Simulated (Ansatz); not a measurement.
**Al (Fm-3m): energy against volume by PBE and RPA**

```xyz
1
Lattice="0.0000 2.0250 2.0250 2.0250 0.0000 2.0250 2.0250 2.0250 0.0000" Properties=species:S:1:pos:R:3 pbc="T T T"
Al    0.0000    0.0000    0.0000
```

RPA total energy on PBE orbitals, soft PAW set, first generation (Ansatz); 4×4×4 mesh, wave cutoff 420 eV, correlation extrapolated to infinite response cutoff from cutoffs up to 280 eV, 3 electrons, all correlated, long-wavelength term: mesh fit. Smearing 0.1 eV.

Energies and volumes of the whole cell, energies counted from the given cell:

```
V/V_given  V (Å³)  PBE (meV)  Hartree-Fock expression on these orbitals (meV)  RPA (meV)
     0.92   15.28         35                                               57         30
     0.96   15.94          9                                               19          6
     1.00   16.61          0                                                0          0
     1.04   17.27          5                                               -4          8
     1.08   17.94         21                                                5         27
```

**Question.** Fit third-order Birch-Murnaghan curves. Where are the minima?

**Answer.** PBE: V0 = 16.69 Å³ an atom (lattice constants +0.2 % against the given cell), B0 = 82 GPa; Hartree-Fock expression on these orbitals: V0 = 17.12 Å³ an atom (lattice constants +1.0 % against the given cell), B0 = 79 GPa; RPA: V0 = 16.55 Å³ an atom (lattice constants -0.1 % against the given cell), B0 = 85 GPa.

Soft PAW datasets can recover too little correlation energy, by a few per cent up to a quarter and more. This ran on a trial build of the method. The mesh is coarse, so these are values at the stated settings, not converged ones.
